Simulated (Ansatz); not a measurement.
# YTe: energy along a strain

YTe, Fm-3m, a = 6.095 Å (as given, not relaxed at this level: 2.5 GPa). The structure is a COD entry; whether it is the stable form wasn't checked. Ansatz: r2SCAN, PAW, 500 eV, Γ-centred 14×14×14 mesh on 2 atoms, Gaussian smearing 0.15 eV; no spin polarisation. Cell vectors (Å): 0.000 3.047 3.047; 3.047 0.000 3.047; 3.047 3.047 0.000. The cell is strained by x per cent times the pattern (0 1 0 0 0 0) in the order xx yy zz yz xz xy (engineering shears), with fractional coordinates held. y is the free energy over the start, V0 = 28.303 Å³/atom.

| x (%) | y (meV/atom) |
| --- | --- |
| -6.00 | 103.47 |
| -4.50 | 60.48 |
| -3.00 | 30.17 |
| -1.50 | 10.56 |
| 0.00 | 0.00 |
| 1.50 | -2.94 |
| 3.00 | 0.50 |
| 4.50 | 9.21 |
| 5.25 | ? |
| 6.00 | 22.18 |

Task: Fit y = c1 x + c2 x² + c3 x³ to the other rows, get the stiffness along the pattern, and predict the missing energy.

Result: Least squares on the rows shown. y = −4.3304 x + 1.7375 x² − 0.067829 x³. The clamped-ion stiffness p·C·p = 2 × 17.38 eV × 160.2 / 28.303 Å³ = 197 GPa, which is C22 in these axes (C11 of the cubic crystal) (second derivative at the start, which stands under stress). At x = 5.25 the fit asked for gives 15.34 meV/atom. The run gave 15.22 meV/atom, so the fit is 0.12 meV/atom too high, within the rms miss on the fitted rows (0.27 meV/atom).